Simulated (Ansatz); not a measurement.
Pb:
```
Pb
1.0
    0.00000     2.52049     2.52049
    2.52049     0.00000     2.52049
    2.52049     2.52049     0.00000
Pb
1
Direct
  0.00000   0.00000   0.00000
```

Relaxed with PBE. Special points in fractions of this cell's reciprocal vectors: Γ (0.000, 0.000, 0.000); X (0.500, 0.000, 0.500); U (0.625, 0.250, 0.625); K (0.375, 0.375, 0.750); L (0.500, 0.500, 0.500); W (0.500, 0.250, 0.750).

Task: List the band energies nearest the Fermi level at these points for PBE in the plane-wave PAW code Ansatz.

Result: In eV from the Fermi level; about four levels below and three above (degenerate sets whole), none deeper than 8.9 eV; … stands for higher levels left out; points with the same levels are listed once.

```tsv
k	below	above
Γ	–	6.99 6.99 6.99
X	-6.79 -3.07	1.98 1.98 …
U	-6.86 -2.14 -1.13	2.85 …
L	-8.08 -3.95	5.28 5.28 …
W	-6.69 -1.28 -1.28	0.30 …
```

Space group Fm-3m (fcc (Cu type)). The cell was relaxed with PBE under the symmetry of its start. Scalar-relativistic: spin–orbit coupling is off unless named, which matters more the heavier the elements.

Potentials: the later of the program's two PAW sets.
